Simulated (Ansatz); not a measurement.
Values for one crystal, relaxed and computed with LDA (plane waves, PAW; program Ansatz); other levels are named.

| Quantity | Value |
|---|---|
| Volume per atom | 25.85 Å³ |
| Electronic character | metallic (no gap) |
| Pressure derivative B′ | 4.7 |
| Mechanical stability | unstable (C has a negative eigenvalue) |
| Bulk modulus (Birch–Murnaghan fit) | 58.9 GPa |
| Density of states at the Fermi level | 0.52 states/eV per atom (mean over ±0.08 eV) |
| Elastic constants (relaxed ions, GPa) | C11 = 92.2, C12 = 30.7, C13 = 53.9, C33 = 65.4, C44 = 12.3, C66 = -2.7 |

Question: Pick the material that matches.
(A) Ga, body-centred tetragonal
(B) Nb, bcc (W type)
(C) Sn, body-centred tetragonal
(D) Ti, P6/mmm (Ti on 1a, Ti on 2d)

Answer: C, Sn, body-centred tetragonal

Space group I4/mmm (body-centred tetragonal). This is a known high-pressure phase of the composition, computed here at zero pressure and temperature. Symmetry was held in the LDA relaxation. As this level gives no gap, shear constants depend on the k-mesh and smearing (Fermi–Dirac, 0.1 eV here). On the denser mesh and wider smearing of the elastic run this cell carries a stress of 0.4 GPa. Scalar-relativistic: spin–orbit coupling is off unless named, which matters more the heavier the elements.

Potentials: the earlier of the program's two PAW sets. The files were generated under PBE; for other functionals the program regenerates the frozen cores, and for LDA and PBEsol the local potential too.
